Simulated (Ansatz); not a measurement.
A geometry of Al₂O₃ away from equilibrium: step 3 of the relaxation of a generated cell, Al2O3 built in the AFLOW prototype A2B3_tP10_127_g_ah (D5_a). All values below come from PBEsol (plane waves to 420 eV, PAW, scalar-relativistic; Ansatz, an electronic-structure program). Γ-centred k-mesh 4×4×8 on the run's cell (coarser than for final values), Fermi–Dirac smearing 0.05 eV. The plane waves were selected for a different cell earlier on the path.

```yaml
crystal:
  lattice:
    - [5.35203, 0.00000, 0.00000]
    - [0.00000, 5.35203, 0.00000]
    - [0.00000, 0.00000, 2.77924]
  atoms:
    - { symbol: O, position: [0.00000, 0.00000, 0.00000] }
    - { symbol: O, position: [0.50000, 0.50000, 0.00000] }
    - { symbol: O, position: [0.13704, 0.63704, 0.50000] }
    - { symbol: O, position: [0.63704, 0.86296, 0.50000] }
    - { symbol: O, position: [0.36296, 0.13704, 0.50000] }
    - { symbol: O, position: [0.86296, 0.36296, 0.50000] }
    - { symbol: Al, position: [0.34311, 0.84311, 0.00000] }
    - { symbol: Al, position: [0.84311, 0.65689, 0.00000] }
    - { symbol: Al, position: [0.15689, 0.34311, 0.00000] }
    - { symbol: Al, position: [0.65689, 0.15689, 0.00000] }
```

**Question.** What forces act on the atoms (eV/Å)?

**Answer.** 
| atom | Fx | Fy | Fz |
|---|---|---|---|
| O1 | 0.00 | 0.00 | 0.00 |
| O2 | 0.00 | 0.00 | 0.00 |
| O3 | 1.27 | 1.27 | 0.00 |
| O4 | 1.27 | -1.27 | 0.00 |
| O5 | -1.27 | 1.27 | 0.00 |
| O6 | -1.27 | -1.27 | 0.00 |
| Al7 | -2.66 | -2.66 | 0.00 |
| Al8 | -2.66 | 2.66 | 0.00 |
| Al9 | 2.66 | -2.66 | 0.00 |
| Al10 | 2.66 | 2.66 | 0.00 |

The path ends in P4/mbm (No. 127). No spin polarisation in the result.

The run could not lower the symmetry of its start; a shaken copy of this end point relaxes with PBEsol to C2 (No. 5), 695 meV/atom lower.

The end of the path is a generated cell of Al2O3: the first start was made by placing the elements on the sites of a structure type, and the end was not matched to a known phase here, so it may be hypothetical. Known forms of Al2O3 include space group No. 167.
